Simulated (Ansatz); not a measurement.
Input and command of a plane-wave DFT calculation in Ansatz:

```yaml
crystal:
  lattice:
    - [2.8029787992, 0.0, 0.0]
    - [0.0, 2.8029787992, 0.0]
    - [0.0, 0.0, 7.6757986744]
  atoms:
    - { symbol: Al, position: [0.0, 0.0, 0.5] }
    - { symbol: Al, position: [0.5, 0.5, 0.2227835996] }
    - { symbol: Al, position: [0.5, 0.5, 0.7772164004] }
    - { symbol: Cu, position: [0.0, 0.0, 0.0] }
basis:
  ecutwfc: 420
kpoints:
  mp_grid: { grid: [16, 16, 6] }
hamiltonian:
  xc: pbesol
scf:
  occupations: { method: gaussian, width: 0.1 }
output:
  forces: true
  stress: true
  eigenvalues: true
relax:
  adjacent_minimum: "off"
  f_tol: 0.005
  max_steps: 50
  cell: { stress_tol: 0.05 }
```

```bash
ansatz run input.yaml --threads 1 --pin off --max-ram 2560MiB --backend cpu --events-out ev --progress --plain --runs-dir out
```

Processor: Intel(R) Xeon(R) Platinum 8259CL CPU @ 2.50GHz (Skylake/Cascade Lake), 1 thread, on a host shared with other jobs.

Task: Estimate time, memory and problem size.

Result: About 71 s on 1 thread of Intel(R) Xeon(R) Platinum 8259CL CPU @ 2.50GHz (Skylake/Cascade Lake) (shared host), peak memory 0.53 GiB. It solves 18 bands at 180 k points (the mesh reduced by the symmetry that the task leaves, which can be less than the crystal's) with about 1189 plane waves (on the last cell), in 32 SCF iterations over 5 ionic steps.
